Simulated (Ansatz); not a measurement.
SiC:
```
CELL_PARAMETERS angstrom
      3.07938     0.00000     0.00000
     -1.53969     2.66682     0.00000
      0.00000     0.00000    20.13703
ATOMIC_POSITIONS crystal
  Si 0.33333 0.66667 0.25011
  Si 0.66667 0.33333 0.75011
  C  0.33333 0.66667 0.96891
  C  0.66667 0.33333 0.46891
  C  0.00000 0.00000 0.09386
  C  0.00000 0.00000 0.59386
  C  0.33333 0.66667 0.34412
  C  0.66667 0.33333 0.84412
  C  0.33333 0.66667 0.71874
  C  0.66667 0.33333 0.21874
  Si 0.33333 0.66667 0.62499
  Si 0.66667 0.33333 0.12499
  Si 0.00000 0.00000 0.00009
  Si 0.00000 0.00000 0.50009
  Si 0.33333 0.66667 0.87518
  Si 0.66667 0.33333 0.37518
```

Tensor components refer to the Cartesian frame of this cell.

**Question.** Give the proper piezoelectric stress tensor with relaxed ions from PBEsol in the plane-wave PAW code Ansatz.

**Answer.** In C/m², rows x, y, z, Voigt columns; mesh uncertainty up to 0.00.
```
 0.00   0.00   0.00   0.00  -0.03   0.00
 0.00   0.00   0.00  -0.03   0.00   0.00
-0.05  -0.05   0.13   0.00   0.00   0.00
```

The elastic tensor of the same run (GPa):

```
 492   115  58.9   0.0   0.0   0.0
 115   492  58.9   0.0   0.0   0.0
58.9  58.9   545   0.0   0.0   0.0
 0.0   0.0   0.0   161   0.0   0.0
 0.0   0.0   0.0   0.0   161   0.0
 0.0   0.0   0.0   0.0   0.0   188
```

**Question.** Convert to strain constants d = e·S.

**Answer.** In pC/N:
```
 0.0   0.0   0.0   0.0  -0.2   0.0
 0.0   0.0   0.0  -0.2   0.0   0.0
-0.1  -0.1   0.3   0.0   0.0   0.0
```

Space group P6_3mc. The workflow started from an entry of the Crystallography Open Database (COD). Its sites differ from those of the usual phase in this space group: another stacking or structure type. Symmetry was held in the PBEsol relaxation; its stability against distortions is not shown here.

Potentials: the later of the program's two PAW sets.
